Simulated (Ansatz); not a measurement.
# Relaxing VSi in the zincblende type

First guess:

```yaml
crystal:
  lattice:
    - [0.00000, 2.80775, 2.80775]
    - [2.80775, 0.00000, 2.80775]
    - [2.80775, 2.80775, 0.00000]
  atoms:
    - { symbol: V, position: [0.00000, 0.00000, 0.00000] }
    - { symbol: Si, position: [0.25000, 0.25000, 0.25000] }
```

All numbers below come from Ansatz 0.2.0, DFT, PBE, PAW with Ansatz's default frozen-core files, scalar-relativistic.

Cell and atoms relax within the symmetry of the start on a 11×11×11 k mesh with 0.05 eV Fermi–Dirac smearing, from parallel moments.

The start is built from a prototype, known or not as a phase of this compound; the cutoff is 420 eV.

The magnetic state is the one reached from parallel moments; other orders may lie lower.

What is the pressure of the first guess?

-2.75 GPa.

What does it relax to?

a = 5.529 Å, b = 5.529 Å, c = 5.529 Å, α = 90.00°, β = 90.00°, γ = 90.00° (conventional cell), 21.13 Å³ per atom:
```xyz
2
Lattice="0.0000 2.7646 2.7646 2.7646 0.0000 2.7646 2.7646 2.7646 0.0000" Properties=species:S:1:pos:R:3 pbc="T T T"
V     0.0000    0.0000    0.0000
Si    1.3823    1.3823    1.3823
```

How much energy does the relaxation release?

9 meV/atom.

What moment does the relaxed primitive cell (2 atoms) carry?

0.55 μB.
